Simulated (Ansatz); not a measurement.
Sb2S3:
```
Sb2S3
1.0
    3.92847     0.00000     0.00000
   -1.96424     3.40216     0.00000
    0.00000     0.00000    10.35996
Sb S
2 3
Direct
  0.33333   0.66667   0.17608
  0.66667   0.33333   0.82392
  0.00000   0.00000   0.00000
  0.33333   0.66667   0.68580
  0.66667   0.33333   0.31420
```

Relaxed with PBE. Special points in fractions of this cell's reciprocal vectors: Γ (0.000, 0.000, 0.000); M (0.500, 0.000, 0.000); K (0.333, 0.333, 0.000); A (0.000, 0.000, 0.500); L (0.500, 0.000, 0.500); H (0.333, 0.333, 0.500).

Problem. List the band energies nearest the valence-band maximum at these points for PBE (plane waves, PAW; program Ansatz).

Solution. In eV from the valence-band maximum; about four levels below and three above (degenerate sets whole), none deeper than 8.9 eV; points with the same levels are listed once.

```
k                          below           above
-  -----------------------------  --------------
Γ        -1.50 -1.50 -1.24 -0.17  0.67 1.81 1.81
M        -2.19 -1.79 -1.62 -0.37  1.45 2.60 2.86
K  -2.74 -2.74 -2.04 -0.63 -0.63  2.08 3.09 3.09
A        -1.51 -1.51 -0.66 -0.54  0.70 1.81 1.81
L        -2.06 -1.59 -1.59 -0.52  1.33 2.53 2.76
H  -2.88 -2.88 -2.10 -0.46 -0.46  2.29 2.92 2.92
```

Space group P-3m1 (La2O3 or Ni2Al3 type). A made-up cell: these elements were put on the sites of a structure type; neither database checked (COD, Materials Project) lists it. It is not the phase usual at ambient conditions (space group No. 62). The PBE relaxation kept the symmetry of its start; whether a distortion lowers the energy is not shown. Spin–orbit coupling is left out wherever it is not named.

Potentials: the later of the program's two PAW sets.
